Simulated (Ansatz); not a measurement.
Consider the following.

Sb:
```yaml
crystal:
  lattice:
    - [-4.04681, 4.04681, 4.04681]
    - [4.04681, -4.04681, 4.04681]
    - [4.04681, 4.04681, -4.04681]
  atoms:
    - { symbol: Sb, position: [0.00000, 0.25000, 0.50000] }
    - { symbol: Sb, position: [0.25000, 0.50000, 0.00000] }
    - { symbol: Sb, position: [0.50000, 0.00000, 0.25000] }
    - { symbol: Sb, position: [0.25000, 0.25000, 0.25000] }
```

This is the PBE-relaxed structure.

All from PBE (plane waves, PAW; program Ansatz), unless another level is named. Estimate the electronic character.

metallic (no gap).

Give the density of states at the Fermi level.

0.61 states/eV per atom (mean over ±0.08 eV).

Give the gap with spin–orbit coupling.

none (metallic).

Space group I4_132. The start of the workflow was typed in or built on a structure type; neither database checked (COD, Materials Project) lists it. It is not the phase usual at ambient conditions (space group No. 166). The PBE relaxation kept the symmetry of its start; whether a distortion lowers the energy is not shown. The volume moved by 71 % from the start of the relaxation. Spin–orbit coupling is left out wherever it is not named.

Potentials: the later of the program's two PAW sets.
